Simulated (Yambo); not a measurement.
A BSE run in Yambo for a free-standing CdClOH monolayer (symmetry P3m1, slab cell 16.5 Å high) (PBEsol bands; 12×12×1 mesh, 11 valence and 5 conduction bands, static screening with 54 bands and a 3 Ry block, scissor 2.74 eV, Tamm-Dancoff, stochastic integration of W near q = 0; field along x) gives:

```csv
state,energy (eV),states within 2 meV,relative strength,class
1,3.68,2,0.02,weak
2,4.20,2,1.00,strong
3,4.29,1,< 0.01,dark
4,4.46,2,< 0.01,dark
5,4.53,1,< 0.01,dark
```

Question: What changes when the window shrinks to 6 valence and 3 conduction bands?

Answer: The lowest state goes from 3.680 eV to 3.686 eV, and its distance below the direct gap from 1.534 eV to 1.528 eV. These are vertical excitations (zero momentum). The scissor comes from a G0W0 run whose convergence isn't established.

Spin-orbit coupling is not included.

Geometry relaxed with PBEsol; primitive cell a = b = 3.6460 Å, c = 16.5000 Å, α = β = 90.00°, γ = 120.00°.

This is a model layer cut from the bulk structure; whether it is stable on its own was not checked.
